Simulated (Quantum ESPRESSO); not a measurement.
```
CELL_PARAMETERS angstrom
     -2.87469     4.91045     2.77435
      2.87469    -4.91045     2.77435
      2.87469     4.91045    -2.77435
ATOMIC_POSITIONS crystal
  Si 0.75000 0.75000 0.00000
  Si 0.25000 0.25000 0.00000
  S  0.88475 0.79856 0.68331
  S  0.11525 0.20144 0.31669
  S  0.61525 0.29856 0.91381
  S  0.38475 0.70144 0.08619
```
The cell comes from the Materials Project (a computed structure). It is SiS2 in Ibam; whether this form has been observed was not checked. Stability against distortions was not tested. Forces on the atoms reach 0.21 eV/Å at this level.

With PBE (a modified build of Quantum ESPRESSO; gradients by PAW reconstruction on its ground state; JTH PAW datasets, 20 Ha):

```csv
quantity,PBE
Vzz S (a.u.),-1.277
```

Cores are frozen. Against all-electron runs on small test molecules, this scheme's |Vzz| missed by −6 % on Si, −3 % on S.

Problem. What does the LDA, on its own JTH datasets and the same geometry, give?

Solution. 
| quantity | LDA | LDA − PBE |
|---|---|---|
| Vzz S (a.u.) | -1.260 | +0.018 |

As single numbers, gradients under 0.02 a.u. lie near what cutoff and mesh leave (some 0.003 a.u. in our sweeps).
